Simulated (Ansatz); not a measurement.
Ti2AlC:
```xyz
8
Lattice="3.0554 0.0000 0.0000 -1.5277 2.6461 0.0000 0.0000 0.0000 13.7105" Properties=species:S:1:pos:R:3 pbc="T T T"
Ti     0.0000     1.7640     1.1459
Ti     1.5277     0.8820    12.5647
Ti     1.5277     0.8820     8.0011
Ti     0.0000     1.7640     5.7094
Al     0.0000     1.7640    10.2829
Al     1.5277     0.8820     3.4276
C      0.0000     0.0000     0.0000
C      0.0000     0.0000     6.8553
```

Relaxed with r²SCAN. Special points in fractions of this cell's reciprocal vectors: Γ (0.000, 0.000, 0.000); M (0.500, 0.000, 0.000); K (0.333, 0.333, 0.000); A (0.000, 0.000, 0.500); L (0.500, 0.000, 0.500); H (0.333, 0.333, 0.500).

**Question.** List the band energies nearest the Fermi level at these points for DFT-r²SCAN in the program Ansatz with PAW potentials.

**Answer.** In eV from the Fermi level; about four levels below and three above (degenerate sets whole), none deeper than 8.9 eV; points with the same levels are listed once.

```json
[
 {"k": "Γ", "below": "-2.52 -2.52 -2.52 -2.52 -1.54", "above": "0.43 0.80 1.04 1.04"},
 {"k": "M", "below": "-1.33 -1.28 -0.89 -0.88", "above": "1.71 2.22 2.29"},
 {"k": "K", "below": "-1.34 -1.34 -0.89 -0.89 -0.17", "above": "0.91 2.09 2.09"},
 {"k": "A", "below": "-2.52 -2.52 -2.52 -2.52 -2.06 -2.06", "above": "0.65 0.65 1.05 1.05 1.05 1.05"},
 {"k": "L", "below": "-1.30 -1.30 -0.88 -0.88", "above": "1.98 1.98 2.39 2.39"},
 {"k": "H", "below": "-1.38 -1.38 -0.85 -0.85", "above": "0.36 0.36 1.91 1.91"}
]
```

Space group P6_3/mmc. The first step of the workflow began from a Materials Project structure, measured or hypothetical; the Crystallography Open Database copy checked does not list it. Whether it is the stable phase at ambient conditions was not checked. The r²SCAN relaxation kept the symmetry of its start; of distortions, only those at the zone centre were tested. The run is not spin-polarised.

Potentials: the earlier of the program's two PAW sets.
